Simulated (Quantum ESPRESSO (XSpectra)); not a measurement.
## Se K-edge X-ray absorption spectrum (XANES) of Sb₂Se₃ (Pnma)

```xyz
20
Lattice="12.3621 0.0000 0.0000 0.0000 4.0016 0.0000 0.0000 0.0000 11.7136" Properties=species:S:1:pos:R:3 pbc="T T T"
Sb     1.7346     3.0012     0.4462
Sb    10.6274     1.0004    11.2675
Sb     4.4464     1.0004     6.3030
Sb     7.9157     3.0012     5.4106
Sb     0.4180     1.0004     3.8607
Sb    11.9441     3.0012     7.8529
Sb     5.7631     3.0012     9.7175
Sb     6.5990     1.0004     1.9961
Se    11.7236     3.0012     1.4938
Se     0.6385     1.0004    10.2198
Se     6.8195     1.0004     7.3507
Se     5.5425     3.0012     4.3630
Se     2.5383     1.0004     2.2502
Se     9.8238     3.0012     9.4634
Se     3.6427     3.0012     8.1070
Se     8.7193     1.0004     3.6066
Se     7.7553     3.0012     0.6337
Se     4.6067     1.0004    11.0799
Se    10.7878     1.0004     6.4905
Se     1.5743     3.0012     5.2231
```

Geometry: Materials Project entry mp-2160 (a computed structure). The cell is the entry's, not relaxed again.

Absorber: atom 13, Se on Wyckoff site c (site symmetry .m.), with 1 Sb at 2.66 Å, 2 Sb at 2.81 Å.

Simulated with Quantum ESPRESSO (XSpectra): LDA, full core hole, dipole K-edge X-ray absorption, plane waves, Troullier-Martins potentials made with ld1.x and PseudoDojo potentials for the other elements (Perdew-Zunger form enforced), scalar-relativistic, no spin, constant broadening.

40-atom cell (absorber images 8.0 Å apart), 67 Ry, k meshes 1×2×1 (SCF) and 2×2×2 (spectrum), Lorentzian half width 1.5 eV. The ground-state test found a gap, so occupations are fixed and the excited electron is left out (charged cell on a uniform background); energies count from the highest occupied level. Field directions run: x; y; z, weighted by the site's symmetry in the crystal. Intensities are scaled to a mean of 1 over 0–35 eV.

(E (eV), intensity (scaled)): (-5.0, 0.10); (-4.5, 0.12); (-4.0, 0.13); (-3.5, 0.15); (-3.0, 0.17); (-2.5, 0.20); (-2.0, 0.24); (-1.5, 0.29); (-1.0, 0.37); (-0.5, 0.47); (0.0, 0.62); (0.5, 0.82); (1.0, 1.06); (1.5, 1.29); (2.0, 1.39); (2.5, 1.36); (3.0, 1.25); (3.5, 1.11); (4.0, 0.99); (4.5, 0.90); (5.0, 0.84); (5.5, 0.81); (6.0, 0.83); (6.5, 0.87); (7.0, 0.92); (7.5, 0.98); (8.0, 1.01); (8.5, 1.01); (9.0, 0.99); (9.5, 0.98); (10.0, 0.97); (10.5, 0.96); (11.0, 0.96); (11.5, 0.95); (12.0, 0.94); (12.5, 0.94); (13.0, 0.94); (13.5, 0.94); (14.0, 0.94); (14.5, 0.94); (15.0, 0.95); (15.5, 0.95); (16.0, 0.96); (16.5, 0.96); (17.0, 0.96); (17.5, 0.97); (18.0, 0.98); (18.5, 1.00); (19.0, 1.03); (19.5, 1.06); (20.0, 1.09); (20.5, 1.12); (21.0, 1.13); (21.5, 1.14); (22.0, 1.15); (22.5, 1.14); (23.0, 1.13); (23.5, 1.10); (24.0, 1.08); (24.5, 1.06); (25.0, 1.04); (25.5, 1.03); (26.0, 1.02); (26.5, 1.02); (27.0, 1.01); (27.5, 1.01); (28.0, 1.00); (28.5, 1.01); (29.0, 1.01); (29.5, 1.01); (30.0, 0.99); (30.5, 0.98); (31.0, 0.97); (31.5, 0.96); (32.0, 0.94); (32.5, 0.92); (33.0, 0.89); (33.5, 0.87); (34.0, 0.85); (34.5, 0.83)

The absolute edge energy is not computed.
